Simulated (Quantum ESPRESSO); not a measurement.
pw.x input (Quantum ESPRESSO 7.5; PBEsol, PseudoDojo standard norm-conserving files, fully relativistic):

```
&CONTROL
  calculation = 'scf'
  pseudo_dir = './pseudo'
  outdir = './out'
  tprnfor = .true.
  tstress = .true.
/
&SYSTEM
  ibrav = 0
  nat = 5
  ntyp = 3
  ecutwfc = 84.0
  ecutrho = 336.0
  occupations = 'smearing'
  smearing = 'fd'
  degauss = 0.002
  nbnd = 48
  noncolin = .true.
  lspinorb = .true.
/
&ELECTRONS
  conv_thr = 5e-10
/
ATOMIC_SPECIES
O 15.9990 O.upf
K 39.0983 K.upf
Ta 180.9479 Ta.upf
CELL_PARAMETERS angstrom
  3.994880000000   0.000000000000   0.000000000000
  0.000000000000   3.994880000000   0.000000000000
  0.000000000000   0.000000000000   3.994880000000
ATOMIC_POSITIONS crystal
O   0.000000000000   0.500000000000   0.000000000000
O   0.500000000000   0.000000000000   0.000000000000
O   0.000000000000   0.000000000000   0.500000000000
K   0.500000000000   0.500000000000   0.500000000000
Ta   0.000000000000   0.000000000000   0.000000000000
K_POINTS automatic
8 8 8 0 0 0
```

End of the output:

```

[...]
     the Fermi energy is     9.8910 ev
!    total energy              =    -289.85183569 Ry
     estimated scf accuracy    <          3.8E-10 Ry
     smearing contrib. (-TS)   =      -0.00000000 Ry
     internal energy E=F+TS    =    -289.85183569 Ry
     The total energy is F=E-TS. E is the sum of the following terms:
     one-electron contribution =     -72.58609996 Ry
     hartree contribution      =      56.75693542 Ry
     xc contribution           =     -66.99975007 Ry
     ewald contribution        =    -207.02292109 Ry
     convergence has been achieved in  11 iterations
     Forces acting on atoms (cartesian axes, Ry/au):
     atom    1 type  1   force =     0.00000000    0.00000000    0.00000000
     atom    2 type  1   force =     0.00000000    0.00000000    0.00000000
     atom    3 type  1   force =     0.00000000    0.00000000    0.00000000
     atom    4 type  2   force =     0.00000000    0.00000000    0.00000000
     atom    5 type  3   force =     0.00000000    0.00000000    0.00000000
     Total force =     0.000000     Total SCF correction =     0.000000
     Computing stress (Cartesian axis) and pressure
          total   stress  (Ry/bohr**3)                   (kbar)     P=      -26.41
  -0.00017951   0.00000000   0.00000000          -26.41        0.00        0.00
   0.00000000  -0.00017951   0.00000000            0.00      -26.41        0.00
   0.00000000   0.00000000  -0.00017951            0.00        0.00      -26.41
```
In a gapped system the printed Fermi energy is only some level inside the gap.

Geometry of the Materials Project entry, not relaxed at this level.
